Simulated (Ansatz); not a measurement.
## Surface calculation: bcc Fe (111), 4 layers

The slab is cut from the bcc crystal, the stable phase, as relaxed on PAW files (11.35 Å³/atom), with 16 Å of vacuum and a dipole correction:

```
Fe
1.0
     4.00414    0.00000    0.00000
    -2.00207    3.46769    0.00000
     0.00000    0.00000   18.45200
Fe
4
Direct
  0.00000 0.00000 0.43356
  0.33333 0.66667 0.47785
  0.66667 0.33333 0.52215
  0.00000 0.00000 0.56644
```

All numbers are PBE results (scalar-relativistic) from Ansatz 0.2.0, with a Γ-centred 11×11×1 k mesh, Fermi–Dirac smearing of 0.1 eV, spin-polarised from start moments Fe1 2.5, Fe2 2.5, Fe3 2.5, Fe4 2.5 μB. Methods: LAPW: all electrons, basis error target 1 meV/atom; PAW: frozen-core files, cutoff 420 eV.

The bulk energy comes from a cell in the slab's orientation on a 11×11×15 mesh. The surface energy is (E(slab) − N·E(bulk))/2A at zero smearing, the mean of both faces; thin slabs carry quantum-size effects.

Other magnetic orders may lie lower. The cell is 1×1, so reconstructions are forbidden, and in slabs of four or five layers the relaxations can be far larger than at a real surface.

Question: As cut, the LAPW slab lies 4.799 eV above 4 atoms of bulk. What surface energy is that?

Answer: Over two faces of 13.89 Å² it is 172.8 meV/Å², and times 16.02 J/m² per eV/Å² that gives γ = 2.769 J/m².

Question: What do relaxation and the other method give, and what work function comes out?

Answer: 

```csv
method,γ as cut (J/m²),γ relaxed (J/m²),Φ as cut (eV),Φ relaxed (eV)
LAPW,2.769,2.543,3.91,3.96
PAW,2.767,2.539,3.92,3.96
```

Question: How do the spacings between the planes relax?

Answer: From the bottom face up: d12 +14.0 % of 0.817 Å, d23 -52.1 % of 0.817 Å, d34 +14.0 % of 0.817 Å.

Question: How do the moments vary through the slab?

Answer: Fe1 2.90, Fe2 2.34, Fe3 2.34, Fe4 2.90 μB in the LAPW spheres; the bulk has Fe 2.21 μB.

Question: What changes if the vacuum is set to 11 Å?

Answer: LAPW then gives: no gap, work function 3.96 eV; PAW: no gap, work function 3.96 eV. The program warns that the vacuum is too thin.
